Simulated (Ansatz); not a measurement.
Start of a relaxation, 1 BH3 a cell, inverted, over a top Al site (Al, Fm-3m (No. 225), (1 0 0) face):

```
CELL_PARAMETERS angstrom
5.63242 0.00000 0.00000
0.00000 5.63242 0.00000
0.00000 0.00000 25.73199
ATOMIC_POSITIONS crystal
Al 0.25000 0.25000 0.31090
Al 0.25000 0.75000 0.31090
Al 0.75000 0.25000 0.31090
Al 0.75000 0.75000 0.31090
Al 0.50000 0.50000 0.38829
Al 0.50000 0.00000 0.38829
Al 0.00000 0.50000 0.38829
Al 0.00000 0.00000 0.38829
Al 0.75000 0.75000 0.46311
Al 0.75000 0.25000 0.46311
Al 0.25000 0.75000 0.46311
Al 0.25000 0.25000 0.46311
Al 0.00000 0.00000 0.54312
Al 0.00000 0.50000 0.54312
Al 0.50000 0.00000 0.54312
Al 0.50000 0.50000 0.54312
B 0.03393 0.98607 0.68271
H 0.00000 0.00000 0.63717
H 0.93156 0.83332 0.70549
H 0.06844 0.16668 0.70549
```

The calculation used DFT PBE+D3(BJ), scalar-relativistic, plane waves, PAW in Ansatz 0.2.0. Settings: cutoff 420 eV, Γ-centred mesh 4×4×1 on the computed 20-atom cell, Gaussian smearing of 0.10 eV; no spin polarisation. The cell repeats along c with a dipole correction in the vacuum.

Atoms 1, 2, 3, 4, 5, 6, 7, 8 (counted from 1) are held. The cell is fixed. Force threshold 0.04 eV/Å.

```csv
step,E − E_final (eV),largest force (eV/Å)
1,0.247,1.822
2,0.050,0.541
3,0.007,0.156
4,0.001,0.061
5,0.000,0.036
```

Problem. What is the final structure?

Solution.
```xyz
20
Lattice="5.6324 0.0000 0.0000 0.0000 5.6324 0.0000 0.0000 0.0000 25.7320" Properties=species:S:1:pos:R:3 pbc="T T T"
Al    1.4081    1.4081    8.0000
Al    1.4081    4.2243    8.0000
Al    4.2243    1.4081    8.0000
Al    4.2243    4.2243    8.0000
Al    2.8162    2.8162    9.9914
Al    2.8162    0.0000    9.9914
Al    0.0000    2.8162    9.9914
Al    0.0000    0.0000    9.9914
Al    4.2209    4.2242   11.9162
Al    4.2208    1.4086   11.9164
Al    1.4108    4.2237   11.9166
Al    1.4104    1.4085   11.9164
Al   -0.0008    0.0001   13.9665
Al   -0.0010    2.8159   13.9704
Al    2.8164    0.0001   13.9799
Al    2.8149    2.8166   13.9755
B     0.0537   -0.0199   17.9497
H     0.0482   -0.0176   16.7490
H    -0.3426   -0.9845   18.5377
H     0.4552    0.9426   18.5376
```

The end is the local minimum or symmetric point that this start leads to. The slab is only 6.0 Å thick, so the energy isn't converged with thickness.

Cost: 1 run of about 3.2 core-minutes, on Arm Neoverse V1 (shared hosts).